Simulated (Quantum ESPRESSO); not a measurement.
# Al3ZnAs3S: input and log of a self-consistent run

Computed values, not a measurement. The program is pw.x of Quantum ESPRESSO 7.5 (plane-wave density functional theory). The cell is made up: 8 atoms on a zincblende/diamond lattice, with randomly drawn elements, strain and displacements, not relaxed. PseudoDojo standard norm-conserving files (v0.5 for PBE, v0.4.1 for LDA and PBEsol) set the functional; there is no spin polarisation, spin-orbit coupling or dispersion term, and the masses in the input are unused placeholders.

Input:

```
&control calculation='scf', pseudo_dir='./dojo.nc.sr.pbe.v0_5.standard.upf', outdir='./o', disk_io='medium', tprnfor=.true., tstress=.true. /
&system ibrav=0, nat=8, ntyp=4, nbnd=46, ecutwfc=84.00895049, nosym=.true., tot_charge=0,
 occupations='smearing', smearing='fd', degauss=0.0018374661
/
&electrons conv_thr=7.350e-09, electron_maxstep=60, /
ATOMIC_SPECIES
Al 1.0 Al.upf
As 1.0 As.upf
S 1.0 S.upf
Zn 1.0 Zn.upf
CELL_PARAMETERS angstrom
5.7667 0.0 0.0
0.0 5.7667 0.0
0.0 0.0 5.7667
ATOMIC_POSITIONS angstrom
Al 0.0301 -0.016 0.0703
Zn 0.0239 2.9952 2.9158
Al 2.8909 -0.0958 2.863
Al 2.8728 2.747 0.1132
As 1.3938 1.3008 1.4052
As 1.3603 4.3201 4.1996
S 4.3935 1.4637 4.4239
As 4.3576 4.4266 1.4667
K_POINTS automatic
4 4 4 1 1 1
```

The log is shortened where brackets say so; the opening notice, blank lines, dates and the lines on written files are dropped, and the path of the files is cut. It prints rydbergs, bohrs and kilobars, and counts compression as positive stress. With no partly filled state, the Fermi energy that it prints is only some level between the filled and the empty states on the mesh, and need not lie in the true gap.

```
     Program PWSCF v.7.5
     Parallel version (MPI & OpenMP), running on       1 processor cores
     Number of MPI processes:                 1
     Threads/MPI process:                     1
     [start-up lines left out]
     bravais-lattice index     =            0
     lattice parameter (alat)  =      10.8975  a.u.
     unit-cell volume          =    1294.1323 (a.u.)^3
     number of atoms/cell      =            8
     number of atomic types    =            4
     number of electrons       =        80.00
     number of Kohn-Sham states=           46
     kinetic-energy cutoff     =      84.0090  Ry
     charge density cutoff     =     336.0358  Ry
     scf convergence threshold =      7.3E-09
     mixing beta               =       0.7000
     number of iterations used =            8  plain     mixing
     Exchange-correlation= PBE
                           (   1   4   3   4   0   0   0)
     [axes and pseudopotential details left out]
   Cartesian axes
     site n.     atom                  positions (alat units)
         1        Al     tau(   1) = (   0.0052196  -0.0027746   0.0121907  )
         2        Zn     tau(   2) = (   0.0041445   0.5193958   0.5056271  )
         3        Al     tau(   3) = (   0.5013092  -0.0166126   0.4964711  )
         4        Al     tau(   4) = (   0.4981705   0.4763556   0.0196299  )
         5        As     tau(   5) = (   0.2416980   0.2255710   0.2436749  )
         6        As     tau(   6) = (   0.2358888   0.7491460   0.7282501  )
         7        S      tau(   7) = (   0.7618742   0.2538193   0.7671459  )
         8        As     tau(   8) = (   0.7556488   0.7676141   0.2543396  )
     number of k points=    32  Fermi-Dirac smearing, width (Ry)=  0.0018
                       cart. coord. in units 2pi/alat
        k(    1) = (   0.1250000   0.1250000   0.1250000), wk =   0.0625000
        k(    2) = (   0.1250000   0.1250000   0.3750000), wk =   0.0625000
     [further k points left out]
     Dense  grid:   134395 G-vectors     FFT dimensions: (  64,  64,  64)
     Estimated max dynamical RAM per process >     188.59 MB
     Initial potential from superposition of free atoms
     starting charge      79.9918, renormalised to      80.0000
     Starting wfcs are   53 randomized atomic wfcs
     total cpu time spent up to now is       23.0 secs
     per-process dynamical memory:   102.3 Mb
     Self-consistent Calculation
     iteration #  1     ecut=    84.01 Ry     beta= 0.70
     Davidson diagonalization with overlap
     ethr =  1.00E-02,  avg # of iterations =  3.9
     Threshold (ethr) on eigenvalues was too large:
     Diagonalizing with lowered threshold
     Davidson diagonalization with overlap
     ethr =  4.37E-04,  avg # of iterations =  2.8
     total cpu time spent up to now is      127.0 secs
     total energy              =   -1090.55085238 Ry
     estimated scf accuracy    <       0.34957801 Ry
     iteration #  2     ecut=    84.01 Ry     beta= 0.70
     Davidson diagonalization with overlap
     ethr =  4.37E-04,  avg # of iterations =  4.2
     total cpu time spent up to now is      176.1 secs
     total energy              =   -1090.62091445 Ry
     estimated scf accuracy    <       0.13030941 Ry
     iteration #  3     ecut=    84.01 Ry     beta= 0.70
     Davidson diagonalization with overlap
     ethr =  1.63E-04,  avg # of iterations =  2.2
     total cpu time spent up to now is      216.8 secs
     total energy              =   -1090.65139871 Ry
     estimated scf accuracy    <       0.01171553 Ry
     iteration #  4     ecut=    84.01 Ry     beta= 0.70
     Davidson diagonalization with overlap
     c_bands:  1 eigenvalues not converged
     ethr =  1.46E-05,  avg # of iterations =  8.5
     total cpu time spent up to now is      269.9 secs
     total energy              =   -1090.65450282 Ry
     estimated scf accuracy    <       0.00178266 Ry
     iteration #  5     ecut=    84.01 Ry     beta= 0.70
     Davidson diagonalization with overlap
     ethr =  2.23E-06,  avg # of iterations =  4.1
     total cpu time spent up to now is      311.4 secs
     total energy              =   -1090.65478823 Ry
     estimated scf accuracy    <       0.00007325 Ry
     iteration #  6     ecut=    84.01 Ry     beta= 0.70
     Davidson diagonalization with overlap
     ethr =  9.16E-08,  avg # of iterations =  3.9
     total cpu time spent up to now is      363.0 secs
     total energy              =   -1090.65481041 Ry
     estimated scf accuracy    <       0.00000755 Ry
     iteration #  7     ecut=    84.01 Ry     beta= 0.70
     Davidson diagonalization with overlap
     ethr =  9.44E-09,  avg # of iterations =  3.0
     total cpu time spent up to now is      408.6 secs
     total energy              =   -1090.65481241 Ry
     estimated scf accuracy    <       0.00000167 Ry
     iteration #  8     ecut=    84.01 Ry     beta= 0.70
     Davidson diagonalization with overlap
     ethr =  2.09E-09,  avg # of iterations =  2.1
     total cpu time spent up to now is      451.9 secs
     total energy              =   -1090.65481266 Ry
     estimated scf accuracy    <       0.00000018 Ry
     iteration #  9     ecut=    84.01 Ry     beta= 0.70
     Davidson diagonalization with overlap
     ethr =  2.28E-10,  avg # of iterations =  2.9
     total cpu time spent up to now is      497.1 secs
     total energy              =   -1090.65481271 Ry
     estimated scf accuracy    <          8.4E-09 Ry
     iteration # 10     ecut=    84.01 Ry     beta= 0.70
     Davidson diagonalization with overlap
     ethr =  1.05E-11,  avg # of iterations =  4.7
     total cpu time spent up to now is      549.6 secs
     End of self-consistent calculation
          k = 0.1250 0.1250 0.1250 ( 16810 PWs)   bands (ev):
  -119.4676 -73.6439 -73.6231 -73.6072 -28.5972 -28.5932 -28.5599 -28.5550
   -28.5531 -28.5492 -28.5453 -28.5154 -28.4985 -28.4933 -28.4893 -28.4850
   -28.4747 -28.4639 -28.4608  -6.9393  -5.0578  -4.0391  -3.9615  -0.5262
    -0.4917  -0.4794  -0.4038  -0.3779   0.5985   0.8322   1.1946   2.6906
     2.9220   3.3512   3.6196   3.8118   4.3996   4.5060   5.4742   5.8500
     7.5070   7.9917   8.1459   8.3309   8.7728   8.9810
     [levels at the other k points left out]
     the Fermi energy is     6.8157 ev
!    total energy              =   -1090.65481271 Ry
     estimated scf accuracy    <          4.9E-09 Ry
     smearing contrib. (-TS)   =      -0.00000000 Ry
     internal energy E=F+TS    =   -1090.65481271 Ry
     The total energy is F=E-TS. E is the sum of the following terms:
     one-electron contribution =    -891.82481322 Ry
     hartree contribution      =     470.22038897 Ry
     xc contribution           =    -200.07362945 Ry
     ewald contribution        =    -468.97675901 Ry
     convergence has been achieved in  10 iterations
     Forces acting on atoms (cartesian axes, Ry/au):
     atom    1 type  1   force =    -0.01300585   -0.01740815   -0.05881565
     atom    2 type  4   force =    -0.01993371   -0.03784612   -0.03921013
     atom    3 type  1   force =    -0.01188110    0.02880096    0.01455993
     atom    4 type  1   force =     0.00188802    0.03694982   -0.02950944
     atom    5 type  2   force =     0.02603249    0.04649474    0.05121553
     atom    6 type  2   force =     0.04795860    0.00879051    0.07661232
     atom    7 type  3   force =    -0.02040202   -0.01242587   -0.00313232
     atom    8 type  2   force =    -0.01065643   -0.05335589   -0.01172025
     Total force =     0.167655     Total SCF correction =     0.000357
     Computing stress (Cartesian axis) and pressure
          total   stress  (Ry/bohr**3)                   (kbar)     P=      -18.82
  -0.00011269   0.00013698   0.00001525          -16.58       20.15        2.24
   0.00013698  -0.00014444   0.00005103           20.15      -21.25        7.51
   0.00001525   0.00005103  -0.00012670            2.24        7.51      -18.64
     init_run     :     19.73s CPU     22.85s WALL (       1 calls)
     electrons    :    508.20s CPU    527.76s WALL (       1 calls)
     forces       :      8.68s CPU      8.80s WALL (       1 calls)
     stress       :     25.24s CPU     25.36s WALL (       1 calls)
     [timing details left out]
     PWSCF        :   9m22.13s CPU   9m45.28s WALL
     JOB DONE.
```

In other units: free energy -14839.115 eV for the cell, pressure -1.88 GPa, largest force component 1.970 eV/Å. A rerun of this cell at 1437 eV and a 6 x 6 x 6 mesh moved values by no more than 0.007 eV in energy, 0.02 GPa in stress and 0.002 eV/Å in force.